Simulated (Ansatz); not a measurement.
Relaxed AgCl (rock salt):

```
CELL_PARAMETERS angstrom
      0.00000     5.54504     5.54504
      2.77252     0.00000     2.77252
      2.77252     2.77252     0.00000
ATOMIC_POSITIONS crystal
  Cl 0.00000 0.00000 0.00000
  Cl 0.50000 0.00000 0.00000
  Ag 0.25000 0.50000 0.50000
  Ag 0.75000 0.50000 0.50000
```

Scan: atom 1 (Cl, nearest neighbour Ag at 2.773 Å; its periodic images, 3.9 Å or more away, move with it) is displaced along Cartesian z, direction (0.000, 0.000, 1.000) in Cartesian axes, by s. The other atoms stay.

Calculation: r2SCAN (plane waves to 500 eV, PAW, scalar-relativistic; Ansatz, a quantum-chemistry and plane-wave program). k mesh 4×8×8 (Γ-centred), Fermi-Dirac smearing 0.05 eV. The energy includes the smearing's −TS. AgCl was relaxed with its symmetry unable to fall. ΔE is measured from the undisplaced structure.

```
s (Å)   ΔE (meV/cell)
------  -------------
-0.280           80.7
-0.224           48.2
-0.168           25.6
-0.112           10.9
-0.056            2.7
0.000             0.0
0.056             2.7
0.112            10.9
0.168            25.6
0.224            48.2
0.280            80.7
```

Task: What force constant k = d²E/ds² at s = 0 does the table give?

Result: 1.7 eV/Å². It is the second difference of the nearest points, corrected with the next pair.

Task: With k = 1.68 eV/Å² from the forces, is the well harmonic out to s = 0.280 Å?

Result: ½ks² = 65.8 meV/cell against the computed 80.7 meV/cell, so the well is stiffer than harmonic there.

(A displaced cell: forces are minus the slopes of the energy, force constants its curvatures, and phonons follow from these.)
